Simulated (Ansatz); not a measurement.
With plane-wave PAW PBE (Ansatz code), TaAs in the tetragonal phase (I4_1md; Ta on 4a, As on 4a) relaxes to a = 3.463 Å, c = 11.735 Å. As has 6 nearest neighbours from 2.62 Å (trigonal prismatic). Its formation energy from the elements is -0.54 eV/atom, with no fitted shifts.

Electronic character: no gap, with almost no states at the Fermi level (zero-gap or semimetallic).

The cell was relaxed with PBE under the symmetry of its start. No spin polarisation was allowed. A small band overlap can be real or an error of a semilocal functional. The references are the lowest solids computed at this level, not always the standard phases. Spin–orbit coupling is left out wherever it is not named.

Potentials: the later of the program's two PAW sets.
